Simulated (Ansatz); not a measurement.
Notes on LiCl

```xyz
2
Lattice="0.0000 2.5774 2.5774 2.5774 0.0000 2.5774 2.5774 2.5774 0.0000" Properties=species:S:1:pos:R:3 pbc="T T T"
Li    0.0000    0.0000    0.0000
Cl    2.5774    2.5774    2.5774
```

The numbers come from plane-wave PAW DFT (Ansatz): PBE, no spin polarisation, 420 eV, 9×9×9 Γ-centred k points, gaussian occupations (width 0.2839 eV). Nothing was relaxed.

**Question.** Is the cell too large or too small?

**Answer.** The pressure is -0.1 GPa (compression positive), so with the atoms held at these fractions the cell is close to zero pressure.

**Question.** Describe some of the short contacts.

**Answer.** Li–Cl at 2.58 Å: least valence density 0.08 e/Å³ and ELF 0.02 there, a closed-shell (ionic or weak) contact. Both are smooth PAW fields, read partly inside the augmentation spheres.

**Question.** Which orbitals make up the band edges?

**Answer.** Within 0.7 eV of the edges, the states project mainly on Cl p (99 %) below the gap and on Li s (61 %) and Cl s (25 %) above it.

**Question.** Metal or insulator? Give the gap.

**Answer.** The gap is 6.24 eV, direct at the points sampled. A semilocal functional usually gives too small a gap.

Origin: a database entry at a rescaled volume. Caveats: wide smearing.
